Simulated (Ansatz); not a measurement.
Given:

MoIr:
Space group Fm-3m (No. 225); a = b = c = 5.118 Å, α = β = γ = 90.00°

```csv
atom,site,symmetry,x,y,z
Ir,4a,m-3m,0.0000,0.0000,0.0000
Mo,4b,m-3m,0.5000,0.5000,0.5000
```
(The calculation used a cell of 2 atoms; values per cell refer to that cell.)

This is the PBEsol-relaxed structure.

All from DFT-PBEsol in the program Ansatz with PAW potentials, unless another level is named. Predict the formation energy from the elements (no fitted shifts).

832 meV/atom.

And the density of states at the Fermi level?

1.2 states/eV per atom (mean over ±0.08 eV).

The start of the workflow was typed in or built on a structure type; neither database checked (COD, Materials Project) lists it. COD files the formula under space group No. 51. Its standing as an ambient phase is unchecked. The PBEsol relaxation kept the symmetry of its start. At this level the phase is mechanically unstable. No spin polarisation was allowed. Its formation energy is positive at this level, so the cell may be metastable or incomplete. The references are the lowest solids computed at this level, not always the standard phases. Scalar-relativistic: spin–orbit coupling is off unless named, which matters more the heavier the elements.

Potentials: the later of the program's two PAW sets.
